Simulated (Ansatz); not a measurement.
Relaxed-ion elastic tensor of PtW (rock salt, Fm-3m) in GPa (Voigt order), the program Ansatz at the PBEsol level (PAW); density 17.88 g/cm³, 17.59 Å³ per atom.

```
     1    2    3    4    5    6
-  ---  ---  ---  ---  ---  ---
1  337  196  196  0.0  0.0  0.0
2  196  337  196  0.0  0.0  0.0
3  196  196  337  0.0  0.0  0.0
4  0.0  0.0  0.0  3.7  0.0  0.0
5  0.0  0.0  0.0  0.0  3.7  0.0
6  0.0  0.0  0.0  0.0  0.0  3.7
```

Is the crystal mechanically stable?

Yes: the smallest eigenvalue of C is 3.7 GPa.

Work out the Voigt and Reuss bounds. Is their mean of use?

K_V = 243, K_R = 243; G_V = 30.3, G_R = 5.9 GPa. The bounds lie so far apart that a Hill average or a Debye temperature from it would say little.

The start of the workflow was typed in or built on a structure type; neither database checked (COD, Materials Project) lists it. Its standing as an ambient phase is unchecked. The cell was relaxed with PBEsol under the symmetry of its start; whether a distortion lowers the energy is not shown. The run is not spin-polarised. Its formation energy is positive at this level, so the cell may be metastable or incomplete. As this level gives no gap, shear constants depend on the k-mesh and smearing (Fermi–Dirac, 0.1 eV here). Spin–orbit coupling is left out wherever it is not named.

Potentials: the earlier of the program's two PAW sets. The files were generated under PBE; for other functionals the program regenerates the frozen cores, and for LDA and PBEsol the local potential too.
